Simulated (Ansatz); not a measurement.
This cell of TiTe2 (CdI2 type) is off equilibrium:

```
CELL_PARAMETERS angstrom
      3.80152     0.00000     0.00000
     -1.90076     3.29221     0.00000
      0.00000     0.00000     6.03880
ATOMIC_POSITIONS crystal
  Ti 0.00000 0.00000 0.00000
  Te 0.33333 0.66667 0.27110
  Te 0.66667 0.33333 0.72890
```

Method: PBE-D3(BJ) (plane waves to 420 eV, PAW, scalar-relativistic; Ansatz, a quantum-chemistry and plane-wave program). k mesh 15×15×8 (Γ-centred), Fermi-Dirac smearing 0.05 eV. The energy includes the smearing's −TS. Compression counts positive. As the atoms are clamped, bonds stretch with the cell, which overstates energies and stresses. With partly filled bands, the response to shear is sensitive to the k mesh, so small differences along c/a are uncertain. Spin-orbit coupling is left out, though Te is heavy. TiTe2 is run without spin polarisation. TiTe2 was relaxed with its symmetry unable to fall.

### Question
What is the stress tensor (GPa)?

### Answer
```
   -0.9      0.0      0.0
    0.0     -0.9      0.0
    0.0      0.0      3.7
```
The pressure, a third of the trace, is 0.6 GPa.

### Question
It is the relaxed cell deformed to V/V₀ = 1.000, (c/a)/(c/a)₀ = 0.920, c along z, fractional positions held. What is its energy relative to the relaxed cell?

### Answer
20 meV/atom.

(Under strain, the slope of the energy per volume gives the stress and its curvature an elastic modulus.)
